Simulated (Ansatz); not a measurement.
Ni3Ge:
```
Ni3Ge
1.0
    3.53266     0.00000     0.00000
    0.00000     3.53266     0.00000
    0.00000     0.00000     3.53266
Ni Ge
3 1
Cartesian
  1.76633   0.00000   1.76633
  0.00000   1.76633   1.76633
  1.76633   1.76633   0.00000
  0.00000   0.00000   0.00000
```

Relaxed with r²SCAN. Special points in fractions of this cell's reciprocal vectors: Γ (0.000, 0.000, 0.000); X (0.000, 0.500, 0.000); M (0.500, 0.500, 0.000); R (0.500, 0.500, 0.500).

Question: List the band energies nearest the Fermi level at these points for r²SCAN in the plane-wave PAW code Ansatz.

Answer: In eV from the Fermi level; about four levels below and three above (degenerate sets whole), none deeper than 8.9 eV; points with the same levels are listed once.

```csv
k,below,above
Γ,-1.09 -1.09 -1.09 -0.70 -0.70 -0.35,0.05 0.05 0.05
X,-1.32 -1.32 -1.22 -0.64,0.05 3.73 3.73
M,-1.31 -1.14 -0.97 -0.93,0.63 0.63 5.89
R,-0.63 -0.21 -0.21 -0.21,0.79 4.41 4.41 4.41
```

Space group Pm-3m (Cu3Au type). The first step of the workflow began from a Materials Project structure, measured or hypothetical; the Crystallography Open Database copy checked does not list it. Its standing as an ambient phase is unchecked. Symmetry was held in the r²SCAN relaxation; its stability against distortions is not shown here. The run is not spin-polarised. Scalar-relativistic: spin–orbit coupling is off unless named, which matters more the heavier the elements.

Potentials: the later of the program's two PAW sets.
